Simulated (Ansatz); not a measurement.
Values for one crystal, relaxed and computed with LDA (plane waves, PAW; program Ansatz); other levels are named.

| Item | Result |
|---|---|
| Volume per atom | 25.01 Å³ |
| Electronic character | metallic (no gap) |
| Formation energy from the elements (no fitted shifts) | 0.25 eV/atom |
| Elastic constants (relaxed ions, GPa) | C11 = 84.2, C12 = 33.1, C44 = -25.7 |
| Zone-centre stability | unstable, softest mode 27i cm⁻¹ |
| Pressure derivative B′ | 4.7 |
| Bulk modulus (Birch–Murnaghan fit) | 49.7 GPa |

Task: Which of these materials gives this?
(A) AgI, CsCl type
(B) BP, P6_222 (B on 3d, P on 3c)
(C) SiOs, CsCl type
(D) SnTe2, R-3m (Sn on 3a, Te on 6c)

Result: A, AgI, CsCl type

Space group Pm-3m (CsCl type). The first step of the workflow began from a Materials Project structure, measured or hypothetical; the Crystallography Open Database copy checked does not list it. It is not the phase usual at ambient conditions (space group No. 186, 216). The cell was relaxed with LDA under the symmetry of its start. No spin polarisation was allowed. Its formation energy is positive at this level, so the cell may be metastable or incomplete. As this level gives no gap, shear constants depend on the k-mesh and smearing (Fermi–Dirac, 0.1 eV here). As this level gives no gap, phonon frequencies hold no LO–TO term and depend on the k-mesh and smearing (Fermi–Dirac, 0.1 eV here). The references are the lowest solids computed at this level, not always the standard phases. Scalar-relativistic: spin–orbit coupling is off unless named, which matters more the heavier the elements.

Potentials: the earlier of the program's two PAW sets.
